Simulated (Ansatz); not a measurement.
## WC, one structure, two calculations

Cell: an entry of the Crystallography Open Database (COD).

```cif
data_structure
_symmetry_space_group_name_H-M 'P 1'
_symmetry_Int_Tables_number 1
_cell_length_a 2.9065
_cell_length_b 2.9065
_cell_length_c 2.8366
_cell_angle_alpha 90.000
_cell_angle_beta 90.000
_cell_angle_gamma 120.000
_cell_volume 20.75
loop_
_atom_site_label
_atom_site_type_symbol
_atom_site_fract_x
_atom_site_fract_y
_atom_site_fract_z
_atom_site_occupancy
W1 W 0.00000 0.00000 0.00000 1
C2 C 0.66667 0.33333 0.50000 1
```

Sites (sets of like atoms) are named by element and the number of their first atom in this list.

First run. Level of theory: DFT, PBE, plane waves and PAW, scalar-relativistic, collinear spin, 420 eV cutoff, Γ-centred 11×11×10 k-points, Fermi–Dirac smearing 0.02 eV (Ansatz 0.2.0). Start moments as typed (μB): 2 on each W, none on the rest.

| site | atom | V_zz (10²¹ V/m²) | η |
| --- | --- | --- | --- |
| W | 1 | -12.56 | 0.00 |
| C | 2 | 0.066 | 0.00 |

Second run. The same atoms and settings, except that the mesh is 13×13×12 and the Fermi–Dirac smearing is 0.05 eV.

Question: What does the second run give?

Answer: 

```
site  atom    V_zz     η  change of V_zz
   W     1  -13.64  0.00           -1.08
   C     2   0.088  0.00           +0.02
```

The largest change of V_zz is on W, from -12.56 to -13.64. In per cent, |V_zz| changes by +9 on W (all sites that start above 2).

At this cell the PBE pressure is 6 GPa, so with PBE the cell would grow if it were relaxed. Without spin–orbit coupling the gradients at and beside W can be off by some per cent, at some sites by more. The start moments die out, and the run ends without spin.
